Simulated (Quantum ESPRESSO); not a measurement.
# Band energies of AgNO₃

```xyz
5
Lattice="2.5751 1.4867 2.7840 -2.5751 1.4867 2.7840 0.0000 -2.9735 2.7840" Properties=species:S:1:pos:R:3 pbc="T T T"
N      0.0000     0.0000     4.8065
O      0.0000    -1.2644     4.8267
O      1.0950     0.6322     4.8267
O     -1.0950     0.6322     4.8267
Ag     0.0000     0.0000     8.2864
```

PBEsol (Quantum ESPRESSO, PseudoDojo norm-conserving, 84 Ry, without SOC); path ΓLB1,BZΓX,QFP1Z,LP; energies in eV from the valence-band maximum.

```
k (1/Å)  point  band 17  band 18  band 19  band 20  band 21  band 22  band 23  band 24
-------  -----  -------  -------  -------  -------  -------  -------  -------  -------
0.00         Γ    -1.48    -1.48    -0.82    -0.82    -0.75     2.00     3.08     7.24
0.20              -1.60    -1.46    -0.87    -0.85    -0.53     2.21     3.16     7.30
0.40              -1.59    -1.40    -0.94    -0.82    -0.25     2.63     3.48     7.23
0.80         L    -1.41    -1.35    -1.21    -0.72     0.00     2.97     4.60     6.06
1.02              -1.41    -1.30    -1.15    -0.78    -0.11     3.02     4.66     6.32
1.45              -1.45    -1.36    -1.15    -0.84    -0.26     2.72     4.91     7.58
1.67        B1    -1.45    -1.27    -1.12    -0.85    -0.33     2.17     4.92     7.47
1.67         B    -1.45    -1.27    -1.12    -0.85    -0.33     2.17     4.92     7.47
2.02         Z    -1.18    -1.18    -0.82    -0.82    -0.54     1.59     4.71     7.06
2.21              -1.22    -1.22    -0.81    -0.81    -0.56     1.63     4.63     6.93
2.39              -1.29    -1.29    -0.79    -0.79    -0.60     1.71     4.43     6.64
2.77              -1.43    -1.43    -0.79    -0.79    -0.70     1.87     3.65     6.73
2.96              -1.47    -1.47    -0.81    -0.81    -0.74     1.95     3.26     7.07
3.15         Γ    -1.48    -1.48    -0.82    -0.82    -0.75     2.00     3.08     7.24
3.50              -1.59    -1.45    -0.99    -0.76    -0.31     2.77     3.20     7.65
3.67              -1.55    -1.39    -1.08    -0.73    -0.19     3.07     3.68     8.03
4.02              -1.46    -1.30    -1.11    -0.83    -0.25     3.01     4.77     7.32
4.19         X    -1.48    -1.36    -1.12    -0.93    -0.25     2.93     4.84     7.20
4.19         Q    -1.48    -1.36    -1.12    -0.93    -0.25     2.93     4.84     7.20
4.37         F    -1.56    -1.38    -1.09    -1.06    -0.22     2.89     4.81     7.17
4.55              -1.52    -1.40    -1.09    -1.03    -0.23     2.75     4.86     7.25
4.73              -1.44    -1.42    -1.09    -0.95    -0.27     2.41     4.91     7.42
4.92        P1    -1.47    -1.26    -1.07    -0.86    -0.35     2.05     4.89     7.38
4.92         Z    -1.18    -1.18    -0.82    -0.82    -0.54     1.59     4.71     7.06
5.95         L    -1.41    -1.35    -1.21    -0.72     0.00     2.97     4.60     6.06
6.09              -1.42    -1.35    -1.20    -0.73    -0.02     2.93     4.63     6.17
6.37              -1.44    -1.38    -1.15    -0.76    -0.13     2.64     4.77     6.85
6.52              -1.45    -1.36    -1.14    -0.80    -0.21     2.44     4.85     7.24
6.80         P    -1.47    -1.26    -1.07    -0.86    -0.35     2.05     4.89     7.38
```

The PBEsol gap is indirect, 1.59 eV, from L to Z; the smallest direct gap is 2.14 eV.

Spin-orbit splittings are left out.

Geometry relaxed with PBE+D3(BJ).
